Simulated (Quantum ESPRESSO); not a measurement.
**Kohn-Sham bands of AlNi (Cmmm)**

```xyz
2
Lattice="1.9387 -1.9532 0.0000 1.9387 1.9532 0.0000 0.0000 0.0000 3.0994" Properties=species:S:1:pos:R:3 pbc="T T T"
Al     0.0000     0.0000     0.0000
Ni     1.9387     0.0000     1.5497
```

Cell from Materials Project (mp-1228868), symmetrised, no further relaxation. Not found in the COD (Crystallography Open Database) copy used, which has the formula in other groups; not checked further. The atoms lie within 0.1 Å of the higher space group P4/mmm. Level: PBEsol, no spin polarisation, no spin-orbit coupling; pw.x of Quantum ESPRESSO at 79 Ry with PseudoDojo potentials, 12×12×10 k-points, Wannier90. Density: 16×16×14 mesh, cold smearing 0.01 Ry. A non-magnetic state is assumed; magnetic ones were not tried.

Problem. List the Kohn-Sham levels between −8 and 3.0 eV relative to the Fermi level at the high-symmetry points, as a band run of pw.x on that density gives them (levels within 2 meV counted together).

Solution. 
```csv
point,k (reciprocal lattice),levels (eV)
Γ,0.000 0.000 0.000,"-3.44, -3.31, -1.67, -1.65, -1.35, 2.91"
Y,-0.500 0.500 0.000,"-5.01, -3.28, -2.46, -2.46 (×2), -2.34, -0.86, 2.21"
C_0,-0.496 0.504 0.000,"-5.02, -3.28, -2.46 (×2), -2.46, -2.34, -0.86, 2.21"
Σ_0,0.496 0.496 0.000,"-5.02, -3.28, -2.46 (×2), -2.46, -2.34, -0.86, 2.21"
Z,0.000 0.000 0.500,"-7.84, -7.23, -3.00, -2.11, -2.09, -1.30, -1.25"
A_0,0.496 0.496 0.500,"-4.19, -4.19, -4.16, -1.18, -0.85, 1.82, 2.05, 2.16"
E_0,-0.496 0.504 0.500,"-4.19, -4.19, -4.16, -1.18, -0.85, 1.82, 2.05, 2.16"
T,-0.500 0.500 0.500,"-4.19, -4.19, -4.16, -1.18, -0.85, 1.82, 2.05, 2.17"
S,0.000 0.500 0.000,"-6.76, -6.55, -2.81, -2.77, -2.07, -1.53, -0.36"
R,0.000 0.500 0.500,"-5.59, -3.57, -3.47, -2.89, -2.00, -1.92, -1.22, 1.28, 2.21"
```
